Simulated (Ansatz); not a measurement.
**Is this Hf2SnTe6 structure a true minimum?**

It was reached by relaxing an invented guess, and it needn't be the stable form of this composition.

The calculation used Ansatz 0.2.0, DFT PBE, scalar-relativistic, plane waves, PAW. Settings: cutoff 420 eV, Γ-centred mesh 6×6×6 on the computed 9-atom cell, Gaussian smearing of 0.10 eV; no spin polarisation.

The cell below (9 atoms, space group R-3 (No. 148)) is relaxed within its symmetry.

```yaml
crystal:
  lattice:
    - [3.52979, 2.03792, 7.09942]
    - [-3.52979, 2.03792, 7.09942]
    - [0.00000, -4.07585, 7.09942]
  atoms:
    - { symbol: Hf, position: [0.33336, 0.33336, 0.33336] }
    - { symbol: Hf, position: [0.66664, 0.66664, 0.66664] }
    - { symbol: Sn, position: [0.00000, 0.00000, 0.00000] }
    - { symbol: Te, position: [0.26885, 0.56465, 0.91652] }
    - { symbol: Te, position: [0.56465, 0.91652, 0.26885] }
    - { symbol: Te, position: [0.91652, 0.26885, 0.56466] }
    - { symbol: Te, position: [0.08348, 0.73115, 0.43534] }
    - { symbol: Te, position: [0.43534, 0.08348, 0.73115] }
    - { symbol: Te, position: [0.73115, 0.43534, 0.08348] }
```

For the test it was strained at random (σ = 1.5 % a component), the atoms were moved at random (σ = 0.05 Å), and all was relaxed again on a 6×6×6 mesh (in the run’s order of axes) with 0.20 eV smearing, with no symmetry imposed.

No dispersion correction is applied, so the spacing and binding between layers, chains or molecules are poorly described. Spin–orbit coupling, which can matter for Hf and Te, is left out.

Question: Does it come back?

Answer: It returns, within 1 meV/atom of the unmoved cell on that mesh and with the same symmetry when read at 0.1 Å (P1 at 0.01 Å, so small strains and shifts remain). So it is stable against the distortions that fit this cell and that this random move excites. Modes that don't fit the cell aren't tested.
